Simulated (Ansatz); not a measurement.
MoW (rock salt, space group No. 225) under volume change, PBE (plane waves, PAW; program Ansatz), scaled uniformly.

| V (Å³/atom) | E − E(relaxed) (meV/atom) | P (GPa) |
|---|---|---|
| 16.368 | (withheld) | (withheld) |
| 16.908 | 44.7 | 13.99 |
| 17.448 | (withheld) | (withheld) |
| 17.987 | 0.0 | 0.00 |
| 18.527 | 9.6 | -5.54 |
| 19.066 | 36.5 | -10.32 |
| 19.606 | 78.3 | -14.44 |

### Question
What belongs in the gaps?

### Answer

- 16.368, E − E(relaxed) (meV/atom): 106.3
- 16.368, P (GPa): 22.86
- 17.448, E − E(relaxed) (meV/atom): 10.6
- 17.448, P (GPa): 6.45

### Question
What does a third-order Birch–Murnaghan fit give for V₀, B₀ and B′?

### Answer
V₀ = 17.99 Å³/atom, B₀ = 200 GPa, B′ = 4.1.

Space group Fm-3m (rock salt). The start of the workflow was typed in or built on a structure type; neither database checked (COD, Materials Project) lists it. Its standing as an ambient phase is unchecked. Symmetry was held in the PBE relaxation; whether a distortion lowers the energy is not shown. No spin polarisation was allowed. Its formation energy is positive at this level, so the cell may be metastable or incomplete. Spin–orbit coupling is left out wherever it is not named.

Potentials: the earlier of the program's two PAW sets.
